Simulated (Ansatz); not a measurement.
C in space group P6_3/mmc (No. 194; C on 6h), PBEsol in the plane-wave PAW code Ansatz. The conduction-band minimum lies at Γ, with 1 equivalent valley. Second derivatives d²E/dk² of the lowest band at one valley (eV·Å²), along Cartesian directions:

| direction | d²E/dk² |
|---|---|
| [100] | 55.00 |
| [010] | 55.00 |
| [001] | 6.226 |
| [110] | 55.00 |
| [101] | 30.64 |
| [011] | 30.64 |

Problem. Find the principal effective masses, the density-of-states mass and the conductivity mass.

Solution. Off-diagonal terms follow from H_xy = H[110] − (H_xx + H_yy)/2, and m*/mₑ = 7.620 eV·Å² over each eigenvalue: 0.14, 0.14, 1.2. One valley's DOS mass (m₁m₂m₃)^(1/3) = 0.29, conductivity mass 3/(Σ 1/mᵢ) = 0.20 mₑ.

Problem. What effective density of states Nc follows at 300 K for parabolic valleys?

Solution. Nc = 2.509e19 × 1 × (0.29)^(3/2) ≈ 3.9e18 cm⁻³.

Problem. With the computed static dielectric constant 5.57 (mean of the diagonal), estimate a hydrogenic donor's binding energy and radius.

Solution. E = 13.606 eV × 0.20/5.57² ≈ 88 meV; a = 0.529 Å × ε/m* ≈ 15 Å. Semilocal masses tend to be too small when the gap is underestimated.

The start of the workflow was typed in or built on a structure type. Its sites differ from those of the usual phase in this space group: another stacking or structure type. The cell was relaxed with PBEsol under the symmetry of its start; its stability against distortions is not shown here.

Potentials: the earlier of the program's two PAW sets. The files were generated under PBE; for other functionals the program regenerates the frozen cores, and for LDA and PBEsol the local potential too.
